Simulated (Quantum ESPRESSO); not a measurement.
Zn2CaMgO4, input and log of a self-consistent run

A calculation, not a measurement. The program is pw.x of Quantum ESPRESSO 7.5 (plane-wave density functional theory). The cell is made up: 8 atoms on a rocksalt lattice, with randomly drawn elements, strain and displacements, not relaxed. PseudoDojo standard norm-conserving files (v0.5 for PBE, v0.4.1 for LDA and PBEsol) set the functional; there is no spin polarisation, spin-orbit coupling or dispersion term, and the masses in the input are unused placeholders.

Input:

```
&control calculation='scf', pseudo_dir='./dojo.nc.sr.pbe.v0_5.standard.upf', outdir='./o', disk_io='medium', tprnfor=.true., tstress=.true. /
&system ibrav=0, nat=8, ntyp=4, nbnd=48, ecutwfc=84.00895049, nosym=.true., tot_charge=0,
 occupations='smearing', smearing='fd', degauss=0.0018374661
/
&electrons conv_thr=7.350e-09, electron_maxstep=60, /
ATOMIC_SPECIES
Ca 1.0 Ca.upf
Mg 1.0 Mg.upf
O 1.0 O.upf
Zn 1.0 Zn.upf
CELL_PARAMETERS angstrom
4.435 0.0 0.0
0.0 4.435 0.0
0.0 0.0 4.435
ATOMIC_POSITIONS angstrom
Zn -0.0859 0.0752 0.0307
Ca 0.0451 2.209 2.1563
Zn 2.2443 -0.0728 2.429
Mg 2.2379 2.3196 0.0027
O 2.1967 -0.0032 -0.1614
O 2.2833 2.2909 2.2297
O 4.5454 0.0512 2.0418
O 4.2666 2.2027 0.0511
K_POINTS automatic
4 4 4 1 1 1
```

The log is shortened where brackets say so; the opening notice, blank lines, dates and the lines on written files are dropped, and the path of the files is cut. It prints rydbergs, bohrs and kilobars, and counts compression as positive stress.

```
     Program PWSCF v.7.5
     Parallel version (MPI & OpenMP), running on       1 processor cores
     Number of MPI processes:                 1
     Threads/MPI process:                     1
     [start-up lines left out]
     bravais-lattice index     =            0
     lattice parameter (alat)  =       8.3809  a.u.
     unit-cell volume          =     588.6775 (a.u.)^3
     number of atoms/cell      =            8
     number of atomic types    =            4
     number of electrons       =        84.00
     number of Kohn-Sham states=           48
     kinetic-energy cutoff     =      84.0090  Ry
     charge density cutoff     =     336.0358  Ry
     scf convergence threshold =      7.3E-09
     mixing beta               =       0.7000
     number of iterations used =            8  plain     mixing
     Exchange-correlation= PBE
                           (   1   4   3   4   0   0   0)
     [axes and pseudopotential details left out]
   Cartesian axes
     site n.     atom                  positions (alat units)
         1        Zn     tau(   1) = (  -0.0193687   0.0169560   0.0069222  )
         2        Ca     tau(   2) = (   0.0101691   0.4980834   0.4862007  )
         3        Zn     tau(   3) = (   0.5060428  -0.0164149   0.5476888  )
         4        Mg     tau(   4) = (   0.5045998   0.5230214   0.0006088  )
         5        O      tau(   5) = (   0.4953100  -0.0007215  -0.0363923  )
         6        O      tau(   6) = (   0.5148365   0.5165502   0.5027508  )
         7        O      tau(   7) = (   1.0248929   0.0115445   0.4603833  )
         8        O      tau(   8) = (   0.9620293   0.4966629   0.0115220  )
     number of k points=    32  Fermi-Dirac smearing, width (Ry)=  0.0018
                       cart. coord. in units 2pi/alat
        k(    1) = (   0.1250000   0.1250000   0.1250000), wk =   0.0625000
        k(    2) = (   0.1250000   0.1250000   0.3750000), wk =   0.0625000
     [further k points left out]
     Dense  grid:    61349 G-vectors     FFT dimensions: (  50,  50,  50)
     Estimated max dynamical RAM per process >      87.44 MB
     Initial potential from superposition of free atoms
     starting charge      83.9940, renormalised to      84.0000
     Starting wfcs are   46 randomized atomic wfcs +    2 random wfcs
     total cpu time spent up to now is        4.9 secs
     per-process dynamical memory:    48.3 Mb
     Self-consistent Calculation
     iteration #  1     ecut=    84.01 Ry     beta= 0.70
     Davidson diagonalization with overlap
     ethr =  1.00E-02,  avg # of iterations =  6.4
     total cpu time spent up to now is       26.9 secs
     total energy              =   -1164.17700716 Ry
     estimated scf accuracy    <       2.01837395 Ry
     iteration #  2     ecut=    84.01 Ry     beta= 0.70
     Davidson diagonalization with overlap
     ethr =  2.40E-03,  avg # of iterations =  3.9
     total cpu time spent up to now is       52.0 secs
     total energy              =   -1164.55128894 Ry
     estimated scf accuracy    <       3.06512214 Ry
     iteration #  3     ecut=    84.01 Ry     beta= 0.70
     Davidson diagonalization with overlap
     ethr =  2.40E-03,  avg # of iterations =  3.2
     total cpu time spent up to now is       75.1 secs
     total energy              =   -1165.13470644 Ry
     estimated scf accuracy    <       0.04899427 Ry
     iteration #  4     ecut=    84.01 Ry     beta= 0.70
     Davidson diagonalization with overlap
     ethr =  5.83E-05,  avg # of iterations =  5.0
     total cpu time spent up to now is      101.6 secs
     total energy              =   -1165.15428698 Ry
     estimated scf accuracy    <       0.03434925 Ry
     iteration #  5     ecut=    84.01 Ry     beta= 0.70
     Davidson diagonalization with overlap
     ethr =  4.09E-05,  avg # of iterations =  2.0
     total cpu time spent up to now is      121.0 secs
     total energy              =   -1165.15895506 Ry
     estimated scf accuracy    <       0.00181413 Ry
     [iterations 6 to 7 left out]
     iteration #  8     ecut=    84.01 Ry     beta= 0.70
     Davidson diagonalization with overlap
     ethr =  8.07E-08,  avg # of iterations =  2.0
     total cpu time spent up to now is      187.2 secs
     total energy              =   -1165.15940297 Ry
     estimated scf accuracy    <       0.00000498 Ry
     iteration #  9     ecut=    84.01 Ry     beta= 0.70
     Davidson diagonalization with overlap
     ethr =  5.93E-09,  avg # of iterations =  2.9
     total cpu time spent up to now is      208.6 secs
     total energy              =   -1165.15940394 Ry
     estimated scf accuracy    <       0.00000033 Ry
     iteration # 10     ecut=    84.01 Ry     beta= 0.70
     Davidson diagonalization with overlap
     ethr =  3.90E-10,  avg # of iterations =  4.0
     total cpu time spent up to now is      229.1 secs
     total energy              =   -1165.15940404 Ry
     estimated scf accuracy    <       0.00000006 Ry
     iteration # 11     ecut=    84.01 Ry     beta= 0.70
     Davidson diagonalization with overlap
     ethr =  7.74E-11,  avg # of iterations =  2.0
     total cpu time spent up to now is      246.7 secs
     total energy              =   -1165.15940404 Ry
     estimated scf accuracy    <          8.2E-09 Ry
     iteration # 12     ecut=    84.01 Ry     beta= 0.70
     Davidson diagonalization with overlap
     ethr =  9.75E-12,  avg # of iterations =  3.9
     total cpu time spent up to now is      262.7 secs
     End of self-consistent calculation
     [lines on levels left out]
!    total energy              =   -1165.15940405 Ry
     estimated scf accuracy    <          1.7E-09 Ry
     smearing contrib. (-TS)   =      -0.00000000 Ry
     internal energy E=F+TS    =   -1165.15940405 Ry
     The total energy is F=E-TS. E is the sum of the following terms:
     one-electron contribution =    -716.72593184 Ry
     hartree contribution      =     392.43618068 Ry
     xc contribution           =    -154.61113683 Ry
     ewald contribution        =    -686.25851606 Ry
     convergence has been achieved in  12 iterations
     Forces acting on atoms (cartesian axes, Ry/au):
     atom    1 type  4   force =     0.00756720   -0.00203427    0.00061504
     atom    2 type  1   force =     0.00420698    0.02142514    0.05105200
     atom    3 type  4   force =    -0.00479065    0.01139653   -0.08359169
     atom    4 type  2   force =    -0.00579203   -0.01706676    0.00373509
     atom    5 type  3   force =    -0.00274570    0.01073762    0.07378744
     atom    6 type  3   force =    -0.02239977   -0.00306996   -0.00583300
     atom    7 type  3   force =    -0.00705708   -0.02848177    0.02135133
     atom    8 type  3   force =     0.03101104    0.00709347   -0.06111620
     Total force =     0.150999     Total SCF correction =     0.000034
     Computing stress (Cartesian axis) and pressure
          total   stress  (Ry/bohr**3)                   (kbar)     P=       77.96
   0.00033536  -0.00000290   0.00003643           49.33       -0.43        5.36
  -0.00000290   0.00034171   0.00002086           -0.43       50.27        3.07
   0.00003643   0.00002086   0.00091284            5.36        3.07      134.28
     init_run     :      4.57s CPU      4.85s WALL (       1 calls)
     electrons    :    254.00s CPU    257.81s WALL (       1 calls)
     forces       :      2.14s CPU      2.17s WALL (       1 calls)
     stress       :      6.93s CPU      6.97s WALL (       1 calls)
     [timing details left out]
     PWSCF        :   4m27.78s CPU   4m32.01s WALL
     JOB DONE.
```

In other units: free energy -15852.801 eV for the cell, pressure 7.80 GPa, largest force component 2.149 eV/Å. A rerun of this cell at 1437 eV and a 6 x 6 x 6 mesh moved values by no more than 0.002 eV in energy, 0.04 GPa in stress and 0.007 eV/Å in force.